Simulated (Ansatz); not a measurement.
Polymorphs of ZnO, each relaxed with r²SCAN in the plane-wave PAW code Ansatz:

A: NiAs type (P6_3/mmc), a = b = 2.9769 Å, c = 5.1255 Å, α = β = 90.00°, γ = 120.00°

B: P4_2/mmc, a = b = 2.971 Å, c = 5.356 Å, α = β = γ = 90.00°

C: P6_3mc, a = 3.226 Å, b = 3.226 Å, c = 10.473 Å, α = 90.00°, β = 90.00°, γ = 120.00°

D: wurtzite (P6_3mc), a = b = 3.2349 Å, c = 5.2119 Å, α = β = 90.00°, γ = 120.00°

E: Pm-3n, a = b = c = 5.580 Å, α = β = γ = 90.00°

Task: Order them by energy per atom at 0 K (lowest first) at the level r²SCAN.

Result: D (+0 meV/atom), C (+5 meV/atom), E (+102 meV/atom), A (+196 meV/atom), B (+347 meV/atom)

Task: Give each one's gap.

Result: A 1.36 eV; B no gap; C 1.18 eV; D 1.24 eV; E 1.38 eV.

Constructed cells (a structure type filled with these elements, in neither database checked): B. Built on a structure type that need not be the filed one of that space group: A; C. Typed or built starts, not in the databases checked: E. Not the usual ambient phase: A; B; C; E. All cells were relaxed under the symmetry of their starts (and spin orders); stability against distortions was not tested throughout.

Energies hold the estimated change up to a 700 eV cutoff; steps of a few meV lie near the error of the meshes.

Potentials: the later of the program's two PAW sets.
